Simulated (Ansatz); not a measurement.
CaO in space group P6_3/mmc (No. 194; Ca on 2d, O on 2c), r²SCAN (plane waves, PAW; program Ansatz). The conduction-band minimum lies at Γ, with 1 equivalent valley. Second derivatives d²E/dk² of the lowest band at one valley (eV·Å²), along Cartesian directions:

| direction | d²E/dk² |
|---|---|
| [100] | 19.23 |
| [010] | 19.23 |
| [001] | 13.40 |
| [110] | 19.23 |
| [101] | 16.31 |
| [011] | 16.31 |

Question: Find the principal effective masses, the density-of-states mass and the conductivity mass.

Answer: Off-diagonal terms follow from H_xy = H[110] − (H_xx + H_yy)/2, and m*/mₑ = 7.620 eV·Å² over each eigenvalue: 0.40, 0.40, 0.57. One valley's DOS mass (m₁m₂m₃)^(1/3) = 0.45, conductivity mass 3/(Σ 1/mᵢ) = 0.44 mₑ.

Question: What effective density of states Nc follows at 300 K for parabolic valleys?

Answer: Nc = 2.509e19 × 1 × (0.45)^(3/2) ≈ 7.6e18 cm⁻³.

Question: With the computed static dielectric constant 8.54 (mean of the diagonal), estimate a hydrogenic donor's binding energy and radius.

Answer: E = 13.606 eV × 0.44/8.54² ≈ 82 meV; a = 0.529 Å × ε/m* ≈ 10 Å. Semilocal masses tend to be too small where the gap is.

The workflow started from a Materials Project entry (that database holds measured and hypothetical structures alike); the Crystallography Open Database copy checked does not list it. It is not the phase usual at ambient conditions (space group No. 225). Symmetry was held in the r²SCAN relaxation; of distortions, only those at the zone centre were tested.

Potentials: the later of the program's two PAW sets.
